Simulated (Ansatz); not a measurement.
**Question.** Monolayer MoS₂ (1T, P-3m1 in the vacuum cell, 3 atoms) is relaxed with plane-wave PAW r²SCAN+D4 (Ansatz code). What in-plane lattice and thickness result?

**Answer.** a = 3.201 Å; 3.12 Å between the outermost nuclei.

Electronic character: metallic. Work function: 5.25 eV. Gap with spin–orbit coupling: none. Highest zone-centre frequency: 409 cm⁻¹. Dynamical stability at Γ: no clearly imaginary mode. Bader charges: S -0.70, Mo +1.40 e.

The layer was cut from a bulk entry of the Materials Project (measured or hypothetical); whether that bulk phase is the ambient one, and whether the layer has been isolated, was not checked. The cell was relaxed with r²SCAN+D4 under the symmetry of its start. The run is not spin-polarised. As this level gives no gap, phonon frequencies hold no LO–TO term and depend on the k-mesh and smearing (Fermi–Dirac, 0.1 eV here). Spin–orbit coupling is left out wherever it is not named.

Potentials: the later of the program's two PAW sets.
